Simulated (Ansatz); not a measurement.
VSn2:
```yaml
crystal:
  lattice:
    - [0.00000, 4.70868, 9.31422]
    - [2.75297, 0.00000, 9.31422]
    - [2.75297, 4.70868, 0.00000]
  atoms:
    - { symbol: V, position: [0.87777, 0.87777, 0.62223] }
    - { symbol: V, position: [0.62223, 0.62223, 0.87777] }
    - { symbol: V, position: [0.37223, 0.37223, 0.62777] }
    - { symbol: V, position: [0.62777, 0.62777, 0.37223] }
    - { symbol: Sn, position: [0.91559, 0.58441, 0.91559] }
    - { symbol: Sn, position: [0.58441, 0.91559, 0.58441] }
    - { symbol: Sn, position: [0.33441, 0.66559, 0.33441] }
    - { symbol: Sn, position: [0.66559, 0.33441, 0.66559] }
    - { symbol: Sn, position: [0.16571, 0.16571, 0.33429] }
    - { symbol: Sn, position: [0.33429, 0.33429, 0.16571] }
    - { symbol: Sn, position: [0.08429, 0.08429, 0.91571] }
    - { symbol: Sn, position: [0.91571, 0.91571, 0.08429] }
```

Relaxed with r²SCAN.

Task: Map the valence electron density (e/Å³), cut off at 2 on the plane through (0.878, 0.878, 0.622) spanned by u = [0, 0, 1] and v = [1, 1, -1] in lattice vectors, from r²SCAN in the plane-wave PAW code Ansatz.

Result: x is the fraction of u, y of v (the angle between them is 90°; rows are the nearest grid lines); atoms in the plane: V at (0.00, 0.00), V at (0.00, 0.74), V at (0.50, 0.49), V at (0.50, 0.75), Sn at (0.00, 0.29), Sn at (0.00, 0.46), Sn at (0.50, 0.21), Sn at (0.50, 0.04).
```
y \ x   0.000  0.0741  0.185  0.259  0.370  0.444  0.556  0.630  0.741  0.815  0.926   1.00
------  -----  ------  -----  -----  -----  -----  -----  -----  -----  -----  -----  -----
1.00     2.00    2.00  0.345  0.243  0.521   1.42   1.42  0.521  0.242  0.345   2.00   2.00
0.925   0.204   0.219  0.264  0.252  0.153  0.103  0.103  0.153  0.252  0.264  0.219  0.204
0.850   0.212   0.258  0.613  0.788  0.372  0.246  0.246  0.372  0.788  0.613  0.258  0.212
0.775    2.00    1.92  0.284  0.256  0.787   2.00   2.00  0.786  0.256  0.284   1.92   2.00
0.700   0.938   0.499  0.238  0.233  0.242  0.392  0.393  0.242  0.233  0.238  0.499  0.938
0.625   0.213   0.268  0.854   1.28  0.476  0.254  0.254  0.476   1.28  0.854  0.268  0.213
0.550   0.087   0.099  0.151  0.186  0.234  0.304  0.303  0.234  0.186  0.151  0.099  0.087
0.450    2.00    2.00  0.520  0.242  0.265  0.661  0.661  0.266  0.242  0.520   2.00   2.00
0.375   0.213   0.183  0.101  0.084  0.137  0.195  0.195  0.137  0.084  0.101  0.183  0.213
0.300    2.00    2.00  0.434  0.160  0.089  0.086  0.086  0.089  0.160  0.434   2.00   2.00
0.225   0.248   0.214  0.170  0.226   1.30   2.00   2.00   1.30  0.226  0.170  0.214  0.248
0.150   0.144   0.127  0.087  0.098  0.222  0.374  0.374  0.222  0.097  0.087  0.127  0.144
0.0750  0.227   0.196  0.140  0.168  0.526   1.54   1.54  0.525  0.168  0.140  0.196  0.227
0.000    2.00    2.00  0.345  0.243  0.521   1.42   1.42  0.521  0.242  0.345   2.00   2.00
```

The density is the valence pseudo-density with augmentation charge, so density and ELF within about 1 Å of a nucleus are not all-electron values.

Space group Fddd. The first step of the workflow began from a Materials Project structure, measured or hypothetical; the Crystallography Open Database files this formula in space group No. 70, but the cells were not matched. Whether it is the stable phase at ambient conditions was not checked. The r²SCAN relaxation kept the symmetry of its start; whether a distortion lowers the energy is not shown. No spin polarisation was allowed. Spin–orbit coupling is left out wherever it is not named.

Potentials: the later of the program's two PAW sets.
